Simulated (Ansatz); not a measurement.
Trial structure of Sn3GeSe4, not yet relaxed:

```xyz
8
Lattice="4.2461 0.0000 0.0000 0.0000 4.2461 0.0000 0.0000 0.0000 12.0097" Properties=species:S:1:pos:R:3 pbc="T T T"
Sn    0.0000    0.0000    9.0073
Sn    0.0000    0.0000    3.0024
Sn    2.1230    2.1230    6.0049
Ge    2.1230    2.1230    0.0000
Se    0.0000    0.0000    0.0000
Se    2.1230    2.1230    3.0024
Se    0.0000    0.0000    6.0049
Se    2.1230    2.1230    9.0073
```

Computed with DFT PBE, scalar-relativistic, plane waves, PAW (Ansatz 0.2.0). Cutoff 420 eV; k points 4×4×2 on the computed 8-atom cell (Γ-centred); Gaussian smearing, width 0.10 eV; no spin polarisation.

Formation energies are uncorrected and refer to the elements' standard structures at the same level. The references include grey tin.

Question: Estimate its pressure, forces and energy as it stands.

Answer: The pressure is -1.3 GPa (the mean over three directions, positive in compression), the largest force is 0.27 eV/Å, and the energy is −0.36 eV/atom against the elements. The shortest distance is 3.00 Å.

Question: Is it a good guess?

Answer: A good one: relaxing gains under 0.1 eV/atom (the start's value is from the coarse mesh, so the gain is rough) in 7 ionic steps and ends at −0.36 eV/atom on the finer mesh. The symmetry stays P4/mmm (No. 123). The volume per atom shrinks by 1.6 %, from 27.1 to 26.6 Å³. The shortest distance goes from 3.00 Å (Ge–Se and Sn–Se) to 2.87 Å (Ge–Se). Conventional cell: a = 4.225 Å, c = 11.939 Å. Around Sn on a site of symmetry 4mm lie 6 Se at 2.93–3.04 Å; around Ge lie 6 Se at 2.87–2.99 Å; Se on a site of symmetry 4/mmm has 2 Sn at 2.93 Å and 4 Ge at 2.99 Å; 3 more sites not described.

The last run used a 10×10×4 mesh (in the run's order of axes) for its 8-atom cell and Gaussian smearing of 0.10 eV. The reference form of Se is held partly by dispersion forces, which this level lacks. The relaxation can't lower the symmetry of the start, and the grade says only how near the guess is to its own end. A structure relaxed within its symmetry needn't be a true minimum.
